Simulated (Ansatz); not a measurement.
A geometry of I away from equilibrium: the start of the relaxation of a generated trial cell of I in the lonsdaleite structure type. Calculation: PBE (plane waves to 420 eV, PAW, scalar-relativistic; Ansatz, a first-principles code). Γ-centred k-mesh 6×6×3 on the run's cell (coarser than for final values), Fermi–Dirac smearing 0.05 eV.

```xyz
4
Lattice="4.5499 0.0000 0.0000 -2.2750 3.9403 0.0000 0.0000 0.0000 7.5886" Properties=species:S:1:pos:R:3:forces:R:3 pbc="T T T" free_energy=-30045.428 pressure_GPa=23.9
I      0.0000     2.6269     0.4549    0.0000    0.0000    1.1128
I      2.2750     1.3134     4.2492    0.0000    0.0000    1.1128
I      2.2750     1.3134     7.1337    0.0000    0.0000   -1.1128
I      0.0000     2.6269     3.3394    0.0000    0.0000   -1.1128
```

Positions in Å, forces in eV/Å, free energy of the cell in eV (comparable only within this code, potentials and settings). Largest force: 1.11 eV/Å, on I1, I2, I3, I4 (atoms numbered as listed); the geometry lies 1.56 eV/atom above the end of its relaxation.

No spin polarisation in the result. No dispersion correction is included, so spacings between layers, chains or molecules are soft and tend to come out too large.

The run could not lose the symmetry of its start, so the end can be a saddle point.

The end of the path is a generated cell of I: the first start was made by placing the elements on the sites of a structure type, and the end was not matched to a known phase here, so it may be hypothetical. Known forms of I include space group No. 64.
